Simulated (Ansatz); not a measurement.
## Band table of Sn

```xyz
1
Lattice="-1.5908 1.5908 2.9156 1.5908 -1.5908 2.9156 1.5908 1.5908 -2.9156" Properties=species:S:1:pos:R:3 pbc="T T T"
Sn    0.0000    0.0000    0.0000
```

The geometry is COD entry 1540069, unchecked; take it as a test cell.

No spin–orbit coupling, which matters for the heavy atoms here.

Method: DFT, PBEsol, all-electron LAPW, scalar-relativistic in Ansatz 0.2.0.

Settings: a Γ-centred 15×15×18 k mesh, Fermi–Dirac smearing of 0.08 eV, basis error target 0.25 meV/atom, no spin polarisation; this mesh doesn't keep the crystal's whole symmetry, which leaves small spurious terms.

Path points, in fractions of the reciprocal vectors: Γ (0.000, 0.000, 0.000), X (0.000, 0.000, 0.500), P (0.250, 0.250, 0.250), N (0.000, 0.500, 0.000), M (0.500, 0.500, -0.500), S (0.324, 0.676, -0.324), S0 (-0.324, 0.324, 0.324). Levels in eV from the Fermi level; bands 5 to 13, counted from the lowest band of the run. The gap is zero.

```
# k(1/Å) point b5 b6 b7 b8 b9 b10 b11 b12 b13
0.000 Γ -21.55 -21.47 -21.38 -21.38 -21.30 -10.59 5.76 7.26 7.26
0.100 - -21.55 -21.46 -21.38 -21.38 -21.30 -10.55 5.72 6.98 7.08
0.199 - -21.54 -21.46 -21.38 -21.38 -21.30 -10.43 5.62 6.34 6.62
0.299 - -21.52 -21.45 -21.39 -21.38 -21.31 -10.24 5.42 5.56 6.01
0.399 - -21.49 -21.44 -21.40 -21.38 -21.32 -9.97 4.77 5.13 5.34
0.499 - -21.46 -21.43 -21.41 -21.38 -21.34 -9.62 4.01 4.65 4.76
0.598 - -21.42 -21.42 -21.41 -21.38 -21.35 -9.19 3.29 3.96 4.35
0.698 - -21.43 -21.40 -21.38 -21.38 -21.37 -8.68 2.64 3.27 3.93
0.798 - -21.44 -21.40 -21.37 -21.37 -21.34 -8.10 2.06 2.54 3.53
0.898 - -21.45 -21.42 -21.37 -21.36 -21.30 -7.45 1.56 1.75 3.17
0.997 - -21.46 -21.43 -21.37 -21.35 -21.27 -6.73 0.89 1.14 2.86
1.097 - -21.47 -21.45 -21.37 -21.34 -21.24 -5.94 -0.04 0.81 2.62
1.197 - -21.47 -21.46 -21.37 -21.33 -21.22 -5.10 -1.02 0.57 2.44
1.297 - -21.48 -21.46 -21.37 -21.33 -21.20 -4.25 -1.96 0.43 2.33
1.396 X -21.48 -21.47 -21.37 -21.33 -21.20 -3.71 -2.53 0.38 2.29
1.435 - -21.48 -21.47 -21.37 -21.33 -21.20 -3.71 -2.53 0.36 2.26
1.473 - -21.48 -21.47 -21.37 -21.33 -21.20 -3.70 -2.51 0.31 2.19
1.512 - -21.47 -21.46 -21.37 -21.33 -21.20 -3.70 -2.48 0.23 2.08
1.550 - -21.47 -21.46 -21.37 -21.33 -21.20 -3.69 -2.44 0.12 1.95
1.589 - -21.47 -21.46 -21.38 -21.33 -21.20 -3.68 -2.39 -0.01 1.81
1.627 - -21.46 -21.46 -21.38 -21.33 -21.20 -3.67 -2.32 -0.15 1.68
1.666 - -21.46 -21.46 -21.38 -21.33 -21.20 -3.66 -2.25 -0.31 1.55
1.704 - -21.46 -21.46 -21.39 -21.33 -21.20 -3.65 -2.16 -0.47 1.43
1.743 - -21.46 -21.45 -21.39 -21.33 -21.20 -3.64 -2.07 -0.64 1.33
1.781 - -21.46 -21.45 -21.40 -21.33 -21.20 -3.64 -1.96 -0.80 1.25
1.820 - -21.46 -21.44 -21.41 -21.33 -21.20 -3.63 -1.84 -0.97 1.18
1.858 - -21.46 -21.43 -21.41 -21.33 -21.20 -3.62 -1.72 -1.13 1.13
1.897 - -21.46 -21.43 -21.42 -21.33 -21.20 -3.62 -1.58 -1.29 1.10
1.935 P -21.46 -21.42 -21.42 -21.33 -21.20 -3.62 -1.44 -1.44 1.09
2.006 - -21.46 -21.42 -21.42 -21.34 -21.20 -3.74 -1.52 -1.27 1.19
2.076 - -21.45 -21.42 -21.42 -21.34 -21.21 -4.03 -1.74 -0.85 1.46
2.147 - -21.45 -21.43 -21.41 -21.34 -21.22 -4.38 -2.03 -0.28 1.82
2.217 - -21.44 -21.43 -21.41 -21.35 -21.23 -4.74 -2.34 0.37 2.20
2.288 - -21.43 -21.43 -21.40 -21.36 -21.24 -5.08 -2.66 1.09 2.56
2.358 - -21.43 -21.42 -21.39 -21.37 -21.26 -5.39 -2.95 1.86 2.84
2.429 - -21.44 -21.41 -21.39 -21.38 -21.27 -5.66 -3.22 2.67 3.01
2.499 - -21.44 -21.41 -21.40 -21.37 -21.27 -5.90 -3.47 3.07 3.51
2.570 - -21.45 -21.42 -21.40 -21.36 -21.28 -6.11 -3.68 3.06 4.38
2.641 - -21.46 -21.43 -21.39 -21.35 -21.28 -6.27 -3.85 3.02 5.25
2.711 - -21.48 -21.44 -21.38 -21.34 -21.28 -6.40 -3.99 2.96 6.10
2.782 - -21.49 -21.44 -21.38 -21.33 -21.28 -6.49 -4.09 2.91 6.62
2.852 - -21.50 -21.44 -21.37 -21.33 -21.28 -6.55 -4.15 2.87 6.57
2.923 N -21.50 -21.44 -21.37 -21.33 -21.28 -6.57 -4.17 2.86 6.56
3.003 - -21.50 -21.44 -21.37 -21.33 -21.29 -6.75 -3.94 2.89 6.58
3.083 - -21.50 -21.44 -21.37 -21.33 -21.29 -7.16 -3.37 2.96 6.65
3.164 - -21.50 -21.44 -21.37 -21.33 -21.31 -7.64 -2.64 3.09 6.76
3.244 - -21.50 -21.43 -21.36 -21.33 -21.32 -8.12 -1.81 3.27 6.91
3.324 - -21.50 -21.43 -21.36 -21.34 -21.33 -8.58 -0.92 3.49 7.12
3.405 - -21.50 -21.42 -21.36 -21.36 -21.33 -8.99 0.03 3.75 7.37
3.485 - -21.51 -21.42 -21.38 -21.36 -21.33 -9.36 1.02 4.05 7.37
3.565 - -21.51 -21.43 -21.39 -21.37 -21.32 -9.69 2.04 4.39 7.32
3.646 - -21.52 -21.44 -21.39 -21.37 -21.31 -9.96 3.07 4.75 7.29
3.726 - -21.53 -21.45 -21.39 -21.37 -21.31 -10.19 4.07 5.15 7.27
3.806 - -21.54 -21.46 -21.39 -21.38 -21.30 -10.36 4.91 5.66 7.26
3.887 - -21.55 -21.46 -21.38 -21.38 -21.30 -10.49 5.41 6.36 7.26
3.967 - -21.55 -21.46 -21.38 -21.38 -21.30 -10.56 5.67 6.99 7.26
4.048 Γ -21.55 -21.47 -21.38 -21.38 -21.30 -10.59 5.76 7.26 7.26
4.125 - -21.55 -21.47 -21.38 -21.38 -21.30 -10.57 5.50 7.18 7.18
4.201 - -21.55 -21.47 -21.38 -21.38 -21.30 -10.50 4.84 6.99 6.99
4.278 - -21.56 -21.47 -21.37 -21.37 -21.30 -10.39 3.98 6.71 6.71
4.355 - -21.56 -21.47 -21.37 -21.37 -21.29 -10.23 3.04 6.38 6.38
4.432 - -21.56 -21.47 -21.36 -21.36 -21.29 -10.03 2.08 6.04 6.04
4.509 - -21.56 -21.47 -21.36 -21.36 -21.29 -9.79 1.13 5.70 5.70
4.586 - -21.57 -21.47 -21.35 -21.35 -21.29 -9.50 0.20 5.39 5.39
4.663 - -21.57 -21.47 -21.34 -21.34 -21.29 -9.18 -0.69 5.10 5.10
4.740 - -21.57 -21.47 -21.33 -21.33 -21.29 -8.82 -1.54 4.85 4.85
4.817 - -21.57 -21.47 -21.33 -21.33 -21.29 -8.44 -2.32 4.64 4.64
4.894 - -21.58 -21.48 -21.32 -21.32 -21.29 -8.04 -3.03 4.48 4.48
4.971 - -21.58 -21.48 -21.32 -21.32 -21.28 -7.67 -3.63 4.36 4.36
5.048 - -21.58 -21.48 -21.32 -21.32 -21.28 -7.38 -4.06 4.29 4.29
5.125 M -21.58 -21.48 -21.32 -21.32 -21.28 -7.26 -4.23 4.26 4.26
5.175 - -21.58 -21.48 -21.32 -21.32 -21.28 -7.25 -4.22 4.11 4.27
5.224 - -21.57 -21.48 -21.32 -21.32 -21.29 -7.23 -4.18 3.71 4.30
5.274 - -21.57 -21.47 -21.32 -21.32 -21.29 -7.19 -4.13 3.19 4.36
5.323 - -21.56 -21.47 -21.33 -21.32 -21.29 -7.13 -4.06 2.61 4.43
5.373 - -21.55 -21.46 -21.33 -21.32 -21.29 -7.06 -3.96 2.00 4.52
5.422 - -21.55 -21.46 -21.34 -21.32 -21.30 -6.97 -3.85 1.39 4.63
5.472 - -21.54 -21.45 -21.35 -21.32 -21.30 -6.87 -3.72 0.79 4.76
5.521 - -21.53 -21.43 -21.35 -21.32 -21.31 -6.75 -3.56 0.20 4.91
5.571 - -21.52 -21.42 -21.36 -21.32 -21.32 -6.62 -3.39 -0.37 5.08
5.620 - -21.52 -21.41 -21.37 -21.32 -21.32 -6.49 -3.19 -0.92 5.26
5.670 - -21.51 -21.39 -21.38 -21.33 -21.32 -6.35 -2.98 -1.44 5.46
5.719 - -21.51 -21.39 -21.37 -21.33 -21.32 -6.22 -2.75 -1.91 5.68
5.769 - -21.51 -21.40 -21.36 -21.34 -21.33 -6.10 -2.50 -2.34 5.91
5.819 S -21.51 -21.40 -21.34 -21.34 -21.33 -6.01 -2.69 -2.23 6.15
5.906 - -21.50 -21.41 -21.35 -21.33 -21.33 -6.03 -3.03 -1.75 6.38
5.994 - -21.50 -21.42 -21.35 -21.33 -21.32 -6.13 -3.37 -1.03 6.64
6.082 - -21.50 -21.43 -21.36 -21.33 -21.31 -6.26 -3.65 -0.18 6.93
6.169 - -21.50 -21.43 -21.37 -21.33 -21.30 -6.39 -3.88 0.75 7.22
6.257 - -21.50 -21.44 -21.37 -21.33 -21.29 -6.48 -4.04 1.69 7.48
6.345 - -21.50 -21.44 -21.37 -21.33 -21.28 -6.55 -4.14 2.50 6.98
6.432 - -21.50 -21.44 -21.37 -21.33 -21.28 -6.57 -4.17 2.86 6.56
6.520 - -21.50 -21.44 -21.37 -21.33 -21.28 -6.55 -4.14 2.50 6.98
6.608 - -21.50 -21.44 -21.37 -21.33 -21.29 -6.48 -4.04 1.69 7.48
6.695 - -21.50 -21.43 -21.37 -21.33 -21.30 -6.39 -3.88 0.75 7.22
6.783 - -21.50 -21.43 -21.36 -21.33 -21.31 -6.26 -3.65 -0.18 6.93
6.871 - -21.50 -21.42 -21.35 -21.33 -21.32 -6.13 -3.37 -1.03 6.64
6.958 - -21.50 -21.41 -21.35 -21.33 -21.33 -6.03 -3.03 -1.75 6.38
7.046 S0 -21.51 -21.40 -21.34 -21.34 -21.33 -6.01 -2.69 -2.23 6.15
7.138 - -21.50 -21.42 -21.35 -21.33 -21.32 -6.02 -3.06 -1.68 6.61
7.229 - -21.50 -21.43 -21.36 -21.34 -21.30 -6.32 -3.01 -1.08 7.09
7.321 - -21.50 -21.43 -21.36 -21.34 -21.29 -6.83 -2.61 -0.43 7.55
7.412 - -21.49 -21.44 -21.36 -21.34 -21.30 -7.40 -2.00 0.28 7.95
7.504 - -21.49 -21.44 -21.36 -21.35 -21.31 -7.97 -1.25 1.03 8.22
7.595 - -21.50 -21.43 -21.35 -21.35 -21.33 -8.50 -0.40 1.81 8.34
7.687 - -21.50 -21.43 -21.36 -21.35 -21.35 -8.99 0.54 2.63 8.29
7.778 - -21.50 -21.42 -21.38 -21.36 -21.34 -9.41 1.55 3.44 8.13
7.870 - -21.51 -21.41 -21.41 -21.37 -21.33 -9.77 2.62 4.21 7.92
7.961 - -21.52 -21.43 -21.40 -21.37 -21.32 -10.07 3.73 4.87 7.71
8.053 - -21.53 -21.45 -21.39 -21.38 -21.31 -10.29 4.86 5.35 7.52
8.144 - -21.54 -21.46 -21.39 -21.38 -21.30 -10.46 5.61 5.95 7.38
8.236 - -21.55 -21.46 -21.38 -21.38 -21.30 -10.56 5.73 6.86 7.29
8.327 Γ -21.55 -21.47 -21.38 -21.38 -21.30 -10.59 5.76 7.26 7.26
```
